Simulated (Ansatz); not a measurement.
CsCaH$_{3}$:
```cif
data_H3CaCs
_chemical_formula_sum 'Cs1 Ca1 H3'
_space_group_name_H-M_alt 'Pm-3m'
_space_group_IT_number 221
_space_group_name_Hall '-P 4 2 3'
_cell_length_a 4.54054
_cell_length_b 4.54054
_cell_length_c 4.54054
_cell_angle_alpha 90.000
_cell_angle_beta 90.000
_cell_angle_gamma 90.000
loop_
_atom_site_label
_atom_site_type_symbol
_atom_site_symmetry_multiplicity
_atom_site_Wyckoff_symbol
_atom_site_fract_x
_atom_site_fract_y
_atom_site_fract_z
_atom_site_occupancy
Cs1 Cs 1 a 0.00000 0.00000 0.00000 1
Ca1 Ca 1 b 0.50000 0.50000 0.50000 1
H1 H 3 c 0.00000 0.50000 0.50000 1
```

Relaxed with PBEsol. PBEsol (plane waves, PAW; program Ansatz) gives a gap of 2.88 eV.

Question: What gap does HSE06 give on the same cell (Ansatz, PAW)?

Answer: 4.26 eV, 1.38 eV more. The hybrid was solved on a coarser mesh and at special points; its gap is the smallest among all of these.

```csv
k,v1 PBEsol,c1 PBEsol,v1 HSE06,c1 HSE06
Γ,-0.79,5.58,…,…
R,-0.69,4.67,…,…
M,0.00,2.88,0.00,4.26
X,-0.50,4.73,…,…
```

Question: Top valence (v1) and lowest conduction level (c1) in eV from each method's valence maximum (which need not be a listed point): supply the withheld HSE06 values.

Answer: 
- Γ, v1 HSE06: -0.75
- Γ, c1 HSE06: 7.35
- R, v1 HSE06: -0.70
- R, c1 HSE06: 6.26
- X, v1 HSE06: -0.47
- X, c1 HSE06: 6.04

Cost on shared cores: the PBEsol run (SCF on a 6×6×6 mesh, then bands and DOS) about 9 core-seconds (a rough figure), the HSE06 run (SCF on 4×4×4, then a few points) very roughly 50 core-seconds; the tasks are unlike.

The workflow started from a Materials Project entry (that database holds measured and hypothetical structures alike); the Crystallography Open Database copy checked does not list it. Its standing as an ambient phase is unchecked. The PBEsol relaxation kept the symmetry of its start; its stability against distortions is not shown here. Scalar-relativistic: spin–orbit coupling is off unless named, which matters more the heavier the elements.

Potentials: the later of the program's two PAW sets.
